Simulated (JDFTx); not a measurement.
System: ScAl3(110) (Pm-3m bulk; lattice of mp-2121, not re-optimised at this level), 1x1 cell of 14 atoms in 7 planes (Al outermost, slab composition Sc3Al11), area 23.63 Å² a face, 8.6 Å between the outermost planes in a cell 24.7 Å high; k mesh 6×4×1, Fermi width 0.01 Ha, no spin polarisation. Whether this polymorph is the ambient one wasn't checked. Neither spin polarisation nor a larger cell was tried.

Computed with a modified build of JDFTx: PBE, GBRV ultrasoft potentials, plane waves to 20/100 Ha. Liquid: linear PCM (GLSSA13), water, 1 M KCl. The neutral cell holds 66 valence electrons and has two faces of 23.632 Å² each. Last filling lines of the neutral and of a charged run (μ in hartree, zero in the bulk liquid):

```
FillingsUpdate:  mu: -0.143208338  nElectrons: 66.000000
FillingsUpdate:  mu: -0.148467000  nElectrons: 65.917168
```

Working it through: both potentials, by the convention U = −μ/e − 4.44 V vs SHE, the surface charge density and the mean capacitance.

U_pzc = 0.14321 × 27.2114 − 4.44 = -0.54 V; U = 0.14847 × 27.2114 − 4.44 = -0.40 V. The cell has -0.0828 excess electrons, a net charge of 0.0828 e, shared by two faces: σ = 0.0828 e / (2 × 23.632 Å²) = 0.00175 e/Å² = 2.8 μC/cm² (1 e/Å² = 1602.18 μC/cm²). C = σ/(U − U_pzc) = 2.8/0.14 ≈ 20 μF/cm².
